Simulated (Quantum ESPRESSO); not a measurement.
# Planted mistakes on one cell of MgGa2GeO6

These are calculations, not measurements. They come from pw.x of Quantum ESPRESSO 7.5, a plane-wave density functional program, with PseudoDojo standard norm-conserving files (v0.5 for PBE, v0.4.1 for LDA and PBEsol). The cells are made up: elements, strain and atom displacements were drawn at random, and nothing was relaxed. There is no spin polarisation, spin-orbit coupling or dispersion term.

The cell has 10 sites of a corundum lattice. Sites 1 to 4 hold Mg Ga Ga Ge; sites 5 to 10 hold O O O O O O. Cell vectors in Å: (2.605, 1.520, 4.655); (-2.660, 1.572, 4.669); (0.018, -3.040, 4.646). Settings: PBE, cutoff 1143 eV, 5 x 5 x 5 k mesh shifted by half a step, Fermi-Dirac smearing of 0.025 eV.

The intended run has a self-consistency threshold of 1e-07 eV, a smearing term of 0.000 eV, a pressure of -16.98 GPa and 13 iterations. Each further run changes one thing: all lengths scaled by 0.9933; atoms of sites 1 and 4 exchanged; k mesh 1 x 1 x 1; one electron removed; smearing 0.71 eV; threshold 0.05 eV. A coarse mesh keeps the shift, and a charged cell sits in a uniform background.

```
run  change of free energy (eV)  smearing term -TS (eV)  change of P (GPa)  largest change of a force component (eV/Å)  iterations
  A                       0.005                   0.000               1.27                                       0.138           6
  B                      -1.245                   0.000              -2.52                                       0.673          13
  C                      -0.222                   0.000               2.19                                       0.060          13
  D                      -0.631                  -2.199               4.88                                       0.470          13
  E                       0.122                   0.000               0.02                                       3.002          13
  F                      -7.100                  -0.026             -18.67                                       0.296          16
```

A rerun of the intended cell at 1437 eV and k mesh 7 x 7 x 7 moved values by no more than 0.003 eV in the cell's energy, 0.04 GPa in stress and 0.008 eV/Å in force.

Question: which change belongs to which run?

## Worked reading

Run A has the fewest iterations, as a run stopped early does. Run D has the largest smearing term, as wide smearing gives. Run C changes the volume by a factor of 0.9800; minus its pressure change over the logarithm of that factor, 108 GPa, is a rough bulk modulus with clamped atoms. Energies from files of another functional, or of a charged cell, have another zero and say nothing on stability; the pressure of a charged cell rests on the program's zero of potential too.

## Key

```
run                            change
  A                 threshold 0.05 eV
  B                  k mesh 1 x 1 x 1
  C      all lengths scaled by 0.9933
  D                  smearing 0.71 eV
  E  atoms of sites 1 and 4 exchanged
  F              one electron removed
```